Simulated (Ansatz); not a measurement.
Input deck for Ansatz 0.2.0, then the block of the output on the nuclei.

The start is a measured structure from the Crystallography Open Database (COD).

```yaml
crystal:
  lattice:
    - [7.73475, -4.11275, 0.0]
    - [7.73475, 4.11275, 0.0]
    - [-2.21398, 0.0, 6.33454]
  atoms:
    - { symbol: Hf, position: [0.87911, 0.12089, 0.25] }
    - { symbol: Hf, position: [0.12089, 0.87911, 0.75] }
    - { symbol: Tl, position: [0.87475, 0.62371, 0.23053] }
    - { symbol: Tl, position: [0.37629, 0.12525, 0.26947] }
    - { symbol: Tl, position: [0.12525, 0.37629, 0.76947] }
    - { symbol: Tl, position: [0.62371, 0.87475, 0.73053] }
    - { symbol: Pb, position: [0.37679, 0.62321, 0.25] }
    - { symbol: Pb, position: [0.62321, 0.37679, 0.75] }
    - { symbol: S, position: [0.9939, 0.1977, 0.0028] }
    - { symbol: S, position: [0.8023, 0.0061, 0.4972] }
    - { symbol: S, position: [0.0061, 0.8023, 0.9972] }
    - { symbol: S, position: [0.1977, 0.9939, 0.5028] }
    - { symbol: S, position: [0.7704, 0.4434, 0.4638] }
    - { symbol: S, position: [0.5566, 0.2296, 0.0362] }
    - { symbol: S, position: [0.2296, 0.5566, 0.5362] }
    - { symbol: S, position: [0.4434, 0.7704, 0.9638] }
kpoints:
  mp_grid: { grid: [4, 4, 5] }
scf:
  occupations: { method: fermi_dirac, width: 0.02 }
hamiltonian:
  xc: pbe
  pseudopotentials: { kind: paw }
output:
  forces: true
  stress: true
  populations: true
  efg:
    quadrupole_moments_barn: { Hf: 3.365, S: -0.0694 }
    contact_densities: true
  write_density: true
  write_potential: true
  elf: true
  volumetric_format: npy
relax:
  f_tol: 0.02
  max_steps: 60
```

```sh
ansatz run input.yaml --threads 1 --pin off --max-ram 3072MiB --backend cpu --events-out ev --progress --plain --runs-dir out
```

The run relaxes the ions first, and the block belongs to the relaxed positions.

Of the output, the block on the nuclei alone is shown; the set-up, the SCF iterations, energies, forces and stress are cut. One atom of each set with nearly equal values is shown.

```
--- PAW observables at the nuclei: V_zz in 10²¹ V/m², potentials from the cell's mean, atoms counted from 1 ---
  atom   1  Hf V_zz =    +1.811949   η = 0.3175   by run symmetry: allowed   C_q = +147.4299 MHz
            electrostatic potential = -14174.005882 V   contact ρ = 7528592.627517 e/Å³
  atom   3  Tl V_zz =    -7.038204   η = 0.9603   by run symmetry: allowed
            electrostatic potential = -17132.173882 V   contact ρ = 15283991.618595 e/Å³
  atom   7  Pb V_zz =    +5.086711   η = 0.3207   by run symmetry: allowed
            electrostatic potential = -17478.153001 V   contact ρ = 16532734.115819 e/Å³
  atom   9  S  V_zz =    +3.224469   η = 0.2750   by run symmetry: allowed   C_q = -5.4109 MHz
            electrostatic potential = -1636.768768 V   contact ρ = 19767.622174 e/Å³
  atom  13  S  V_zz =    -3.269520   η = 0.6119   by run symmetry: allowed   C_q = +5.4865 MHz
            electrostatic potential = -1636.821008 V   contact ρ = 19768.859856 e/Å³
```

The relaxation (3 steps) took 3.4 min of wall time (3.4 min of CPU time) and 1.3 GiB at its peak, on 1 thread of Arm Neoverse V2 (aarch64; 8 cores open to the job, memory cap 3.0 GiB, no GPU), a shared host with a load of 0.5 a core.

Spin–orbit coupling is left out, which shifts gradients on Pb and Tl by a few per cent in wide-gap crystals, and can shift them far more where the calculated gap is small or absent, as here.
